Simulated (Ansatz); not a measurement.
# ZnSe, first-principles data

ZnSe:
```
CELL_PARAMETERS angstrom
      4.96719     0.00000     0.00000
      0.00000     4.96719     0.00000
      0.00000     0.00000     4.21705
ATOMIC_POSITIONS crystal
  Zn 0.50000 0.00000 0.07673
  Zn 0.00000 0.50000 0.92327
  Se 0.00000 0.00000 0.00000
  Se 0.50000 0.50000 0.00000
```

Space group P4/nmm (No. 129); conventional cell a = 4.9672 Å, b = 4.9672 Å, c = 4.2170 Å, α = 90.00°, β = 90.00°, γ = 90.00°.

Method: plane-wave PAW r²SCAN+D4 (Ansatz code). The cell and atoms are relaxed at this level. Other levels are named where they apply.

### Cell and energy

```
Property                                                      Result
-----------------------------------------------------  -------------
Volume per atom                                             26.01 Å³
Density                                                   4.61 g/cm³
Formation energy from the elements (no fitted shifts)  -200 meV/atom
```

### Electronic structure

```
Property                                                                    Result
------------------------------------  --------------------------------------------
Electronic character                                             metallic (no gap)
Density of states at the Fermi level  0.23 states/eV per atom (mean over ±0.08 eV)
```

### Mechanics

```
Property                               Value
----------------------------------  --------
Bulk modulus (Birch–Murnaghan fit)  11.2 GPa
Pressure derivative B′                   9.6
```

### Charges

```
Property                      Value
-------------  --------------------
Bader charges  Zn +0.82, Se -0.82 e
```

A made-up cell: these elements were put on the sites of a structure type; the Crystallography Open Database copy checked does not list it. It is not the phase usual at ambient conditions (space group No. 216). Symmetry was held in the r²SCAN+D4 relaxation; whether a distortion lowers the energy is not shown. The references are the lowest solids computed at this level, not always the standard phases. Scalar-relativistic: spin–orbit coupling is off unless named, which matters more the heavier the elements.

Potentials: the later of the program's two PAW sets.
